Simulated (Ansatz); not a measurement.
# LaF2 in the CdI2-type structure

Level of theory: DFT, PBEsol, scalar-relativistic, no spin polarisation; plane waves to 420 eV with PAW datasets (Ansatz 0.2.0), Γ-centred 10×10×6 mesh, 0.05 eV Gaussian smearing; PAW files: Ansatz's generated set soft_2.

```
La F
1.0
     3.57724    0.00000    0.00000
    -1.78862    3.09798    0.00000
     0.00000    0.00000    5.14734
La F
1 2
Direct
  0.00000 0.00000 0.00000
  0.33333 0.66667 0.26191
  0.66667 0.33333 0.73809
```

The cell came from substitution into a structure type; whether the compound takes it is for experiment to say.

Which orbitals carry the states at the Fermi level, and how many states are there?

Within 0.1 eV of it: La 5d 67 %, La 4f 24 % (shares among the projected shells). The density of states at the Fermi level is about 2.8 states/eV per cell, averaged over 0.3 eV.

Density of states (tetrahedra, averaged over 0.3 eV; states/eV per cell of 3 atoms; energy in eV from the Fermi level; projections on Löwdin-orthogonalised atomic orbitals, summed over sites):

```csv
E,total,La 4f,La 5d,La 6s,F 2p,F 2s
-0.70,0.0,0.0,0.0,0.0,0.0,0.0
-0.40,1.3,0.1,1.1,0.0,0.2,0.0
-0.10,2.7,0.5,1.9,0.0,0.2,0.0
0.20,1.8,0.6,1.1,0.0,0.1,0.0
0.50,0.8,0.4,0.3,0.1,0.0,0.0
0.80,4.2,2.3,1.5,0.1,0.2,0.0
1.10,8.6,7.6,0.7,0.1,0.1,0.0
1.40,19.8,18.9,0.4,0.2,0.2,0.0
1.70,11.8,10.9,0.5,0.1,0.3,0.0
2.00,4.2,2.6,1.2,0.2,0.2,0.0
2.30,2.5,0.8,1.3,0.2,0.1,0.0
2.60,3.1,0.6,2.0,0.3,0.2,0.1
2.90,2.7,0.3,1.8,0.3,0.1,0.1
3.20,2.0,0.2,1.4,0.2,0.1,0.1
3.50,1.9,0.1,1.4,0.1,0.1,0.1
3.80,1.8,0.1,1.4,0.2,0.1,0.1
4.10,3.2,0.0,2.5,0.2,0.2,0.1
4.40,2.7,0.0,2.0,0.2,0.2,0.1
4.70,1.1,0.0,0.7,0.2,0.1,0.0
5.00,2.3,0.0,1.7,0.2,0.2,0.1
```

The calculation's cell holds 25 valence electrons, an odd number. Without magnetic order each band takes two, so one stays part-filled and the crystal must be a metal. (Only strong correlation, outside this picture, could make a Mott insulator of it.) A formal count (La³⁺, F⁻) leaves 1 electron a formula unit beyond the anions' closed shells. It goes into the bands above the anion p states, which fits the metal found.

Spin–orbit coupling, which matters for such heavy elements, is left out. Spin polarisation wasn't tried.
